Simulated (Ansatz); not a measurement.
## Notes on SrSi2Ag4

```yaml
crystal:
  lattice:
    - [4.51309, 0.00000, 0.00000]
    - [-2.25655, 3.90845, 0.00000]
    - [0.00000, -2.60563, 7.94295]
  atoms:
    - { symbol: Sr, position: [0.00000, 0.00000, 0.00000] }
    - { symbol: Ag, position: [0.14193, 0.28386, 0.42579] }
    - { symbol: Ag, position: [0.85807, 0.71614, 0.57421] }
    - { symbol: Ag, position: [0.43502, 0.87004, 0.30506] }
    - { symbol: Ag, position: [0.56498, 0.12996, 0.69494] }
    - { symbol: Si, position: [0.25457, 0.50914, 0.76371] }
    - { symbol: Si, position: [0.74543, 0.49086, 0.23629] }
```

Method: PBE, no spin polarisation; PAW, plane waves to 420 eV, 8×8×8 Γ-centred mesh, fermi-dirac occupations (width 0.1 eV) (Ansatz 0.2.0), atoms fixed.

Problem. Is there a gap?

Solution. It is a metal, with about 3.2 states/eV a cell as the mean within 0.25 eV of the Fermi level, mostly Si p (67 %) and Ag d (14 %).

Problem. Which atom feels the largest force, and which way?

Solution. The largest is on Si6 (and as large on other atoms): 0.52 eV/Å, components (0.00, 0.00, -0.52). It makes 78° with the line to a nearest neighbour, Ag5 at 2.66 Å.

Problem. Is it stable against the elements?

Solution. -0.07 eV an atom against the elements' usual phases (free molecules for gases, crystals otherwise, with no correction for O₂ or N₂), so it is bound against them; other compounds may still compete. Relaxing would lower it.

Problem. Which element gives electrons and which takes them?

Solution. Bader charges in e: Sr +1.33, Si -0.33, Ag -0.24 to -0.09. In the mean Sr gives up most and Si takes most.

Origin: a known structure type with other elements, at an estimated volume, so it need not be a known compound.
